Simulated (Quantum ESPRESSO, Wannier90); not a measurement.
Tight-binding from DFT: ZrO2 (P4₂/nmc)

```
ZrO2
1.0
    3.60017     0.00000     0.00000
    0.00000     3.60017     0.00000
    0.00000     0.00000     5.22516
Zr O
2 4
Direct
  0.00000   0.00000   0.00000
  0.50000   0.50000   0.50000
  0.00000   0.50000   0.30177
  0.00000   0.50000   0.80177
  0.50000   0.00000   0.19823
  0.50000   0.00000   0.69823
```

Cell from Materials Project (mp-2574), symmetrised, no further relaxation. COD (Crystallography Open Database) has the formula in 4 space groups, this one among them (matched by group alone). Method: PBE plane waves in Quantum ESPRESSO 7.5 (PseudoDojo norm-conserving files, 68 Ry, no spin polarisation, no spin-orbit coupling), Bloch states on a 6×6×4 mesh through Γ, Wannier90 4.0.1. Density: 8×8×6 mesh, cold smearing 0.01 Ry.

Functional, cutoff and mesh named above are those of the base row (6×6×4); the first column says what each row takes instead. Model: 22 functions from bands 13-50, start hydrogen-like Zr: d; O: p, centres 0.05 Å off the atoms, frozen window tied to the conduction edge or Fermi level of each row, as listed, which moves Ω_I and hoppings a little by itself. Energies are relative to the valence-band maximum; the misfit is to pw.x on a path, for states up to 5.1 eV relative to the valence-band maximum. Only the mesh of Bloch states changes. The disentangled Ω_I can sit in another minimum from row to row.

```
mesh   frozen to (eV)  Ω_I (Å²)  rms misfit (meV)  k-points (cost)  rough cost of nscf and overlaps (first row = 1)
-----  --------------  --------  ----------------  ---------------  -----------------------------------------------
2×2×2            5.57     18.15                45                8                                              1.0
3×3×2            5.57     19.44                19               18                                              2.3
4×4×3            5.57     20.37               3.4               48                                                4
5×5×3            5.57     20.66               3.0               75                                                6
6×6×4            5.57     20.95               0.4              144                                               11
7×7×5            5.57     21.12               0.4              245                                               21
```
